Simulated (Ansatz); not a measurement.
Hf (hcp (Mg type), space group No. 194) at seven volumes, DFT-LDA in the program Ansatz with PAW potentials, shape and atoms relaxed at each. One row is withheld.

| V (Å³/atom) | P (GPa) |
|---|---|
| 18.953 | 13.29 |
| 19.578 | 8.28 |
| 20.203 | 3.87 |
| 20.828 | 0.00 |
| 21.453 | ? |
| 22.078 | -6.35 |
| 22.702 | -8.95 |

Task: Fit the shown pressures and predict the withheld one.

Result: Third-order Birch–Murnaghan: P = (3/2)B₀(x^(7/2) − x^(5/2))[1 + (3/4)(B′ − 4)(x − 1)] with x = (V₀/V)^(2/3). Least squares on the six rows gives V₀ = 20.830 Å³/atom, B₀ = 120.3 GPa, B′ = 3.36. At V = 21.453, x = 0.9805 and P = -3.37 GPa. The run itself gave -3.38 GPa.

Space group P6_3/mmc (hcp (Mg type)). The cell was relaxed with LDA under the symmetry of its start. No spin polarisation was allowed. Spin–orbit coupling is left out wherever it is not named.

Potentials: the earlier of the program's two PAW sets. The files were generated under PBE; for other functionals the program regenerates the frozen cores, and for LDA and PBEsol the local potential too.
